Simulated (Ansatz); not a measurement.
Theory: Ansatz 0.2.0, DFT PBE, scalar-relativistic, plane waves, PAW. All cells share a 420 eV cutoff and Γ-centred k meshes spaced at most about 0.3 Å⁻¹ (about 0.25 or finer for metals, 2π included). Collinear spin in cells that started with moments and kept them past the coarse steps, no spin elsewhere.

Temperature and zero-point effects are left out. All come from trial cells, and lower structures may exist.

Question: Order these relaxed structures of TiSn₅ by energy, lowest first, with the energy over the lowest of them.
A.

```xyz
6
Lattice="2.7594 1.5932 6.0007 -2.7594 1.5932 6.0007 0.0000 -3.1863 6.0007" Properties=species:S:1:pos:R:3 pbc="T T T"
Ti    0.0000    0.0000    0.0000
Sn    0.0000    0.0000   12.1233
Sn    0.0000    0.0000    5.8789
Sn    0.0000    0.0000   15.1540
Sn    0.0000    0.0000    2.8482
Sn    0.0000    0.0000    9.0011
```

B.

```xyz
6
Lattice="0.0000 4.3426 4.3426 4.3426 0.0000 4.3426 4.3426 4.3426 0.0000" Properties=species:S:1:pos:R:3 pbc="T T T"
Ti    0.0000    0.0000    0.0000
Sn    6.5140    6.5140    6.5140
Sn    5.4318    5.4318    3.2535
Sn    5.4318    3.2535    5.4318
Sn    3.2535    5.4318    5.4318
Sn    3.2535    3.2535    3.2535
```

C.

```xyz
6
Lattice="5.9289 0.0000 0.0000 -2.9644 5.1346 0.0000 0.0000 0.0000 5.7659" Properties=species:S:1:pos:R:3 pbc="T T T"
Ti    0.0000    0.0000    0.0000
Sn    0.0000    3.4230    0.0000
Sn    2.9644    1.7115    0.0000
Sn    2.9644    0.0000    2.8830
Sn    1.4822    2.5673    2.8830
Sn   -1.4822    2.5673    2.8830
```

D.

```xyz
6
Lattice="5.3007 0.0000 0.0000 0.0000 5.3007 0.0000 0.0000 0.0000 10.5215" Properties=species:S:1:pos:R:3 pbc="T T T"
Ti    2.6503    2.6503    0.0000
Sn    2.6503    0.0000    0.0000
Sn    0.0000    2.6503    0.0000
Sn    2.6503    2.6503    2.5743
Sn    2.6503    2.6503    7.9471
Sn    2.6503    2.6503    5.2607
```

Answer: A (0 meV/atom), B (178 meV/atom), C (265 meV/atom), D (370 meV/atom). Forms: A R-3m, moments up to 1.1 μB; B F-43m, moments up to 1.8 μB; C P6/mmm, moments up to 2.0 μB; D P4/mmm, no spin. Counting all near atoms (those within 1.25 times the shortest distance at each site; a plus sign parts nearer from farther groups; a slash parts the counts of unlike sites): A has Ti 2+6, Sn 8; B has Ti 16, Sn 6+6/16; C has Ti 6+12, Sn 4+4/12; D has Ti 6, Sn 2. Even the lowest lies +0.18 eV/atom against the elements.

Another magnetic order may lie lower. Cells relaxed within their symmetry can be saddle points. Some types were kept out of the candidates beforehand, so the set may lack a known form.
